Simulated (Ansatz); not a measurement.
## Is this Al3GaAs4 structure a true minimum?

The cell was found from a structure generator's guess, not taken from experiment.

Level of theory: Ansatz, DFT PBE, scalar-relativistic, plane waves, PAW. Cutoff 420 eV; k points 8×8×8 on the computed 8-atom cell (Γ-centred); Gaussian smearing, width 0.02 eV; no spin polarisation.

The cell below (8 atoms, space group I-42m (No. 121)) is relaxed within its symmetry.

```
Al Ga As
1.0
    -2.86640    2.86640    5.73324
     2.86640   -2.86640    5.73324
     2.86640    2.86640   -5.73324
Al Ga As
3 1 4
Direct
  0.00000 0.00000 0.00000
  0.25000 0.75000 0.50000
  0.75000 0.25000 0.50000
  0.50000 0.50000 0.00000
  0.12382 0.12382 0.49850
  0.37469 0.87618 0.00000
  0.62531 0.62531 0.50150
  0.87618 0.37469 0.00000
```

For the test it was strained at random (σ = 1.5 % a component), the atoms were moved at random (σ = 0.05 Å), and all was relaxed again on a coarse 4×4×4 mesh (in the run’s order of axes) with 0.10 eV smearing, with no symmetry imposed.

Task: Is the structure stable against such a distortion?

Result: It returns, within 1 meV/atom of the unmoved cell on that mesh and with the same symmetry when read at 0.1 Å (C2 at 0.01 Å, so small strains and shifts remain). So it is stable against the distortions that fit this cell and that this random move excites. Modes that don't fit the cell aren't tested.
